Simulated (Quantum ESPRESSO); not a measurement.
Band energies of BeTe at -1.5 % isotropic strain

```
BeTe
1.0
    0.00000     2.76133     2.76133
    2.76133     0.00000     2.76133
    2.76133     2.76133     0.00000
Be Te
1 1
Cartesian
  0.00000   0.00000   0.00000
  1.38067   1.38067   1.38067
```

PBEsol (Quantum ESPRESSO, PseudoDojo norm-conserving, 88 Ry, no spin-orbit coupling); path ΓXWKΓLUWLK,UX; energies in eV from the valence-band maximum.

```csv
k (1/Å),point,band 6,band 7,band 8,band 9,band 10,band 11,band 12,band 13
0.00,Γ,-36.35,-12.74,0.00,0.00,0.00,3.58,3.58,3.58
0.34,,-36.35,-12.43,-1.50,-0.96,-0.96,3.02,4.99,4.99
0.80,,-36.35,-11.29,-4.41,-2.49,-2.49,2.03,3.21,8.36
1.14,X,-36.35,-10.70,-5.44,-2.87,-2.87,1.73,2.56,10.13
1.25,,-36.35,-10.69,-5.40,-2.97,-2.95,1.93,2.74,9.87
1.71,W,-36.35,-10.65,-4.83,-4.04,-3.52,5.23,5.48,5.66
2.11,K,-36.35,-10.72,-5.04,-4.24,-2.43,2.55,5.28,8.13
2.51,,-36.35,-11.33,-4.64,-3.44,-1.32,3.73,5.61,6.25
2.91,,-36.35,-12.32,-2.42,-1.41,-0.29,4.02,4.06,4.55
3.32,Γ,-36.35,-12.74,0.00,0.00,0.00,3.58,3.58,3.58
3.71,,-36.35,-12.34,-2.71,-0.55,-0.55,3.50,4.32,4.32
4.01,,-36.35,-11.66,-4.97,-1.05,-1.05,3.29,4.62,4.62
4.30,L,-36.35,-11.24,-5.95,-1.23,-1.23,3.21,4.56,4.56
4.40,,-36.35,-11.23,-5.92,-1.43,-1.28,3.38,4.51,4.68
4.80,,-36.35,-10.87,-5.27,-3.78,-2.09,2.94,6.67,6.90
5.00,U,-36.35,-10.72,-5.04,-4.24,-2.43,2.55,5.28,8.13
5.20,,-36.35,-10.69,-4.96,-4.15,-2.96,3.49,5.37,6.99
5.40,W,-36.35,-10.65,-4.83,-4.04,-3.52,5.23,5.48,5.66
5.60,,-36.35,-10.76,-5.01,-3.98,-2.92,4.58,4.99,6.63
5.90,,-36.35,-11.08,-5.68,-2.52,-1.73,3.99,4.31,5.94
6.20,L,-36.35,-11.24,-5.95,-1.23,-1.23,3.21,4.56,4.56
6.29,,-36.35,-11.23,-5.92,-1.38,-1.27,3.34,4.52,4.65
6.64,,-36.35,-10.94,-5.41,-3.43,-1.96,3.10,6.30,6.45
6.90,K,-36.35,-10.72,-5.04,-4.24,-2.43,2.55,5.28,8.13
6.90,U,-36.35,-10.72,-5.04,-4.24,-2.43,2.55,5.28,8.13
7.30,X,-36.35,-10.70,-5.44,-2.87,-2.87,1.73,2.56,10.13
```

The PBEsol gap is indirect, 1.73 eV, from Γ to X; the smallest direct gap is 3.58 eV.

Spin-orbit coupling is left out, which matters for elements this heavy: edges can move by tenths of an eV.

Geometry strained from the cell relaxed with PBEsol, atoms relaxed again.
